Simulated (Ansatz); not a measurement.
According to LDA in the plane-wave PAW code Ansatz, CdSiN₂ in the trigonal phase (R-3m; Cd on 3b, Si on 3a, N on 6c) relaxes to a = 2.878 Å, c = 17.733 Å. Cd has 2 nearest neighbours from 2.03 Å (linear); Si has 6 nearest neighbours from 1.90 Å (octahedral); N has 4 nearest neighbours from 1.90 Å (tetrahedral). Against the elements it lies at -0.43 eV/atom, with no fitted shifts.

Electronic character: metallic (no gap).

The bulk modulus is 200 GPa.

The start of the workflow was typed in or built on a structure type; neither database checked (COD, Materials Project) lists it. Whether it is the stable phase at ambient conditions was not checked. The LDA relaxation kept the symmetry of its start; whether a distortion lowers the energy is not shown. The volume moved by -46 % from the start of the relaxation. The references are the lowest solids computed at this level, not always the standard phases (solids in place of the gases). Scalar-relativistic: spin–orbit coupling is off unless named, which matters more the heavier the elements.

Potentials: the earlier of the program's two PAW sets. The files were generated under PBE; for other functionals the program regenerates the frozen cores, and for LDA and PBEsol the local potential too.
